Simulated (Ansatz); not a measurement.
## CuBiSeO: do energies and stresses tell the same story?

All numbers below come from DFT r2SCAN, scalar-relativistic, plane waves, PAW in Ansatz 0.2.0.

Plane waves to 500 eV, a k mesh through Γ of 10×10×4 on the computed 8-atom cell and Gaussian smearing (0.02 eV); no spin polarisation.

Relaxed cell: P4/nmm, a = 3.916 Å, b = 3.916 Å, c = 9.037 Å, α = 90.00°, β = 90.00°, γ = 90.00°, 8 atoms in the primitive cell. Whether it is the stable form of this composition wasn't checked.

Energies at zero smearing and pressures from the stress tensor, at volumes with shape and atoms relaxed:
```tsv
V (Å³/atom)	E − E(first) (meV/atom)	P (GPa)
15.766	0.00	10.04
16.285	-25.96	6.09
16.805	-40.17	2.77
17.325	-44.53	0.00
17.845	-40.63	-2.33
18.364	-29.86	-4.25
19.057	-6.85	-6.30
```

Check P = −dE/dV between neighbouring volumes, and get the bulk modulus from the pressures alone.

With 1 eV/Å³ = 160.2 GPa:
| middle V (Å³/atom) | −ΔE/ΔV (GPa) | mean P (GPa) |
| --- | --- | --- |
| 16.025 | 8.003 | 8.063 |
| 16.545 | 4.381 | 4.432 |
| 17.065 | 1.343 | 1.386 |
| 17.585 | -1.201 | -1.164 |
| 18.104 | -3.319 | -3.289 |
| 18.711 | -5.320 | -5.275 |

The two differ by 0.06 GPa at most. The mean of two end pressures misses the average over a step by about ΔV² P″/12, up to 0.06 GPa here; with that taken off 0.00 GPa remains. Around V = 17.325 Å³/atom, the two neighbours give B = −V ΔP/ΔV = 17.325 × 5.10 / 1.039 = 85.0 GPa, against B0 = 84.2 GPa from the Birch–Murnaghan fit of the energies.

Spin-orbit coupling is left out, which matters for the bands of heavy elements.

A ferromagnetic start lost its moments in a first run, so spin was left out; other magnetic orders weren't tried.

Cost: 8 runs of about 42 core-minutes in all, on Intel Xeon 6975P-C (Granite Rapids) (shared hosts).